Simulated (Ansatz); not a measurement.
Data sheet: PbAu2 (DFT)

PbAu₂:
```cif
data_Au16Pb8
_chemical_formula_sum 'Pb8 Au16'
_space_group_name_H-M_alt 'Fd-3m :1'
_space_group_IT_number 227
_space_group_name_Hall 'F 4d 2 3 -1d'
_cell_length_a 7.87835
_cell_length_b 7.87835
_cell_length_c 7.87835
_cell_angle_alpha 90.000
_cell_angle_beta 90.000
_cell_angle_gamma 90.000
loop_
_atom_site_label
_atom_site_type_symbol
_atom_site_symmetry_multiplicity
_atom_site_Wyckoff_symbol
_atom_site_fract_x
_atom_site_fract_y
_atom_site_fract_z
_atom_site_occupancy
Pb1 Pb 8 b 0.50000 0.50000 0.50000 1
Au1 Au 16 c 0.12500 0.12500 0.12500 1
```
(The calculation used a cell of 6 atoms; values per cell refer to that cell.)

Space group Fd-3m (No. 227), cubic Laves (MgCu2 type); conventional cell a = b = c = 7.8784 Å, α = β = γ = 90.00°.

Method: LDA in the plane-wave PAW code Ansatz. The cell and atoms are relaxed at this level. Other levels are named where they apply.

**Cell and energy**

- Volume per atom = 20.37 Å³
- Density = 16.33 g/cm³
- Formation energy from the elements (no fitted shifts) = -0.047 eV/atom

**Electronic structure**

* **Electronic character**: metallic (no gap)
* **Density of states at the Fermi level**: 0.15 states/eV per atom (mean over ±0.08 eV)

**Mechanics**

- Bulk modulus (Birch–Murnaghan fit) = 118 GPa
- Pressure derivative B′ = 5.5
- Elastic constants (relaxed ions, GPa) = C11 = 143, C12 = 105, C44 = 29.3
- Mechanical stability = stable (all eigenvalues of C positive)
- Hill bulk and shear moduli = 118 and 24.7 GPa
- Young's modulus = 69.2 GPa
- Poisson's ratio = 0.40
- Debye temperature from the elastic constants = 152 K

**Phonons**

- Highest zone-centre frequency: 24.0 meV
- Zone-centre stability: unstable, softest mode 30i cm⁻¹

The first step of the workflow began from a Materials Project structure, measured or hypothetical; the Crystallography Open Database files this formula in space group No. 227, but the cells were not matched. Its standing as an ambient phase is unchecked. Symmetry was held in the LDA relaxation; of distortions, only those at the zone centre were tested, and some modes there are weakly imaginary. As this level gives no gap, shear constants depend on the k-mesh and smearing (Fermi–Dirac, 0.1 eV here). As this level gives no gap, phonon frequencies hold no LO–TO term and depend on the k-mesh and smearing (Fermi–Dirac, 0.1 eV here). The references are the lowest solids computed at this level, not always the standard phases. Scalar-relativistic: spin–orbit coupling is off unless named, which matters more the heavier the elements.

Potentials: the earlier of the program's two PAW sets.
